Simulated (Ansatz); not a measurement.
Calculated field gradients at the nuclei for Si₃N₄

The cell is a COD entry, taken as it stands.

```cif
data_Si3N4
_symmetry_space_group_name_H-M 'I-43d'
_symmetry_Int_Tables_number 220
_cell_length_a 6.4747
_cell_length_b 6.4747
_cell_length_c 6.4747
_cell_angle_alpha 90.000
_cell_angle_beta 90.000
_cell_angle_gamma 90.000
loop_
_atom_site_label
_atom_site_type_symbol
_atom_site_symmetry_multiplicity
_atom_site_Wyckoff_symbol
_atom_site_fract_x
_atom_site_fract_y
_atom_site_fract_z
Si Si 12 b 0.3750 0.5000 0.7500
N N 16 c 0.2814 0.2814 0.2814
```

One atom of each set is listed; the run and its k-mesh use a cell of 14 atoms with edges of 5.61, 5.61, 5.61 Å.

The numbers come from a DFT calculation in Ansatz (PBE, plane waves and PAW, scalar-relativistic, 420 eV cutoff, Γ-centred 6×6×6 k-points, Fermi–Dirac smearing 0.02 eV).

C_Q = eQV_zz/h, which is 24.18 MHz for Q = 1 b and V_zz = 10²¹ V/m²; η = (V_xx − V_yy)/V_zz.

14N: I = 1, Q = 20.44 mb. Nuclear quadrupole moments: year-2017 set (Pyykkö).

| site | atoms | first shell | V_zz (10²¹ V/m²) | η | C_Q (MHz) |
| --- | --- | --- | --- | --- | --- |
| Si | 6 | 4 N at 1.75 Å | -0.10 | 0.00 | – |
| N | 8 | 3 Si at 1.75 Å | -5.77 | 0.00 | -2.85 |

An axis of threefold or higher order runs through Si and N, so V_zz lies along it and η is zero.

Si has no stable isotope with a ground-state quadrupole moment in the table, so no C_Q is given.
